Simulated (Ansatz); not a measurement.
**AlNi**

```
Al Ni
1.0
     2.88100    0.00000    0.00000
     0.00000    2.88100    0.00000
     0.00000    0.00000    2.88100
Al Ni
1 1
Cartesian
  0.0000 0.0000 0.0000
  1.4405 1.4405 1.4405
```

Atoms are numbered in the order listed.

The cell comes from COD entry 9008802, which wasn't checked; take it as a given geometry.

Levels of theory: DFT, PBEsol, all-electron LAPW, scalar-relativistic (Ansatz 0.2.0); DFT, PBEsol, PAW with Ansatz's default frozen-core files, scalar-relativistic (Ansatz 0.2.0).

For LAPW: a Γ-centred 13×13×13 k mesh, Fermi–Dirac smearing of 0.05 eV, basis error target 0.5 meV/atom, spin-polarised from start moments Ni2 1.5 μB (the moments died away, and the run ended non-magnetic). PAW takes a cutoff of 420 eV at this cell (files made with PBE, cores remade for this functional). The Ansatz runs share mesh, smearing and spin set-up. Values come from LAPW unless marked.

```json
{"Pressure at this cell": "-33.9 kbar", "Bader charges (from the PAW run)": "Al1 +1.70, Ni2 -1.70 e", "Band gap": "none: bands cross the Fermi level, a metal", "Volume per atom": "11.96 Å³"}
```

Predict this quantity. Löwdin charges (with 0.18 e of the cell spilling out of the atomic basis, so their sizes and signs hang on that basis).

Al1 -0.38, Ni2 0.56 e.

Give the computed value. Density of states at the Fermi level (0.2 eV bin).

0.88 states/eV per cell.
